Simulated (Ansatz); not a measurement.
A geometry of Zr away from equilibrium: step 2 of the relaxation of a relaxed Zr cell displaced along its unstable phonon at q = (½, ½, 0) of its primitive reciprocal cell (110i cm⁻¹), largest move 0.15 Å. Computed with PBE (plane waves to 420 eV, PAW, scalar-relativistic; Ansatz, a first-principles code). Γ-centred k-mesh 11×11×11 on the run's cell (coarser than for final values), Fermi–Dirac smearing 0.05 eV.

```xyz
2
Lattice="5.7771 0.0000 0.0000 2.8886 2.8886 0.0000 0.0000 0.0000 2.9138" Properties=species:S:1:pos:R:3:forces:R:3 pbc="T T T" free_energy=-8366.450 pressure_GPa=-0.5
Zr     0.0000     0.0000     0.3456    0.0000    0.0000    1.4061
Zr     2.8886     0.0000    -0.3456    0.0000    0.0000   -1.4061
```

Positions in Å, forces in eV/Å, free energy of the cell in eV (comparable only within this code, potentials and settings). Largest force: 1.41 eV/Å, on Zr1, Zr2 (atoms numbered as listed); the geometry lies 0.58 eV/atom above the end of its relaxation.

No spin polarisation in the result.

The run could not lose the symmetry of its start, so the end can be a saddle point.

The end of the path is a generated cell of Zr: the first start was made by placing the elements on the sites of a structure type, and the end was not matched to a known phase here, so it may be hypothetical. Known forms of Zr include space group No. 194.
